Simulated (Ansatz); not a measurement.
NaSe in space group P6_3/mmc (No. 194; Na on 2a, Na on 2c, Se on 4f), plane-wave PAW LDA (Ansatz code). The conduction-band minimum lies at Γ, with 1 equivalent valley. Second derivatives d²E/dk² of the lowest band at one valley (eV·Å²), along Cartesian directions:

```csv
direction,d²E/dk²
[100],50.38
[010],50.38
[001],26.26
[110],50.38
[101],38.33
[011],38.33
```

Q: Find the principal effective masses, the density-of-states mass and the conductivity mass.

A: Off-diagonal terms follow from H_xy = H[110] − (H_xx + H_yy)/2, and m*/mₑ = 7.620 eV·Å² over each eigenvalue: 0.15, 0.15, 0.29. One valley's DOS mass (m₁m₂m₃)^(1/3) = 0.19, conductivity mass 3/(Σ 1/mᵢ) = 0.18 mₑ.

Q: What effective density of states Nc follows at 300 K for parabolic valleys?

A: Nc = 2.509e19 × 1 × (0.19)^(3/2) ≈ 2.1e18 cm⁻³.

The first step of the workflow began from a Materials Project structure, measured or hypothetical; the Crystallography Open Database copy checked does not list it. Whether it is the stable phase at ambient conditions was not checked. The cell was relaxed with LDA under the symmetry of its start; phonons on a q-mesh show no instability. Spin–orbit coupling is left out wherever it is not named.

Potentials: the later of the program's two PAW sets.

Edges and masses are those of Kohn–Sham bands, whose gap is no quasiparticle gap.
